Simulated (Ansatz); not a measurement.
A distorted cell of NbRu (space group P4/mmm):

```
CELL_PARAMETERS angstrom
      5.99850     0.00000     0.00000
      2.99925     2.99925     0.00000
      0.00000     0.00000     3.37532
ATOMIC_POSITIONS crystal
  Nb 0.96110 0.07780 0.00000
  Nb 0.53890 0.92220 0.00000
  Ru 0.96533 0.50000 0.50000
  Ru 0.53467 0.50000 0.50000
```

Computed with LDA (plane waves to 420 eV, PAW, scalar-relativistic; Ansatz, an electronic-structure program). k mesh 15×15×14 (Γ-centred), Fermi-Dirac smearing 0.05 eV. Stress and pressure are positive under compression. With partly filled bands, energies and forces of such displacements shift with the k mesh and the smearing. NbRu is run without spin polarisation. NbRu was relaxed with its symmetry unable to fall.

**Question.** What forces act on the atoms (eV/Å, Cartesian)?

**Answer.** 
| atom | Fx | Fy | Fz |
|---|---|---|---|
| Nb1 | 0.000 | -5.511 | 0.000 |
| Nb2 | 0.000 | 5.511 | 0.000 |
| Ru3 | 5.572 | 0.000 | 0.000 |
| Ru4 | -5.572 | 0.000 | 0.000 |

**Question.** What is the stress tensor (GPa)?

**Answer.** 
```
   27.8      0.0      0.0
    0.0     20.5      0.0
    0.0      0.0     23.8
```
The pressure, a third of the trace, is 24.0 GPa.

(A displaced cell: forces are minus the slopes of the energy, force constants its curvatures, and phonons follow from these.)
